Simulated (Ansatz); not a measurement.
The elements of this relaxed trial crystal are hidden behind letters.

```
lattice vectors (Å)
   5.6352    0.0000    0.0000
  -2.8176    4.8802    0.0000
   0.0000    0.0000    5.0989
fractional positions
X 0.0000 0.0000 0.9751
Z 0.6667 0.3333 0.9966
Z 0.3333 0.6667 0.9966
Z 0.0000 0.3497 0.5020
Z 0.6503 0.6503 0.5020
Z 0.3497 0.0000 0.5020
Q 0.6667 0.3333 0.3738
Q 0.3333 0.6667 0.3738
Q 0.0000 0.0000 0.4425
Q 0.0000 0.3852 0.8719
Q 0.6148 0.6148 0.8719
Q 0.3852 0.0000 0.8719
```

These are results of Ansatz, DFT PBE, scalar-relativistic, plane waves, PAW, not measurements. Settings of the last relaxation (12-atom cell): 420 eV, 6×6×6 k points, Gaussian smearing of 0.02 eV, no spin polarisation.

```
Space group                               : P31m (No. 157)
Conventional cell                         : a = 5.635 Å, c = 5.099 Å
Volume per atom                           : 11.69 Å³
Density                                   : 3.65 g/cm³
Formation energy                          : −1.339 eV/atom
Gap on the 6×6×6 mesh of the 12-atom cell : 3.31 eV
```

Energies are uncorrected and count from the elements' standard states at the same level.

Task: X is a d-block element of period 5, Z is a p-block element of period 3 and Q is a p-block element of period 2. Which elements are they?

Result: X = Y, Z = Al, Q = N, so the formula is YAl5N6. Density times volume gives a mean mass of 3.65 × 11.69/1.6605 = 25.7 u per atom, and this set has 25.7 u. Y has 3 N at 2.23 Å, 1 N at 2.38 Å, 1 N at 2.72 Å and 12 Al at 3.12–3.33 Å; around Al on a site of symmetry 3 lie 4 N at 1.86–1.92 Å, 9 Al at 3.12–3.25 Å, 1 N at 3.18 Å and 3 Y at 3.26 Å; around N on a site of symmetry 3 lie 4 Al at 1.92–1.95 Å; 3 more sites not described. Other sets within the hints have nearly the same mass, so mass alone doesn't settle it; this one was computed.

Kohn–Sham gaps at this level usually fall short of measured ones. A later test with randomly moved atoms came back to the same energy, though modes that don't fit the test's cell weren't probed.
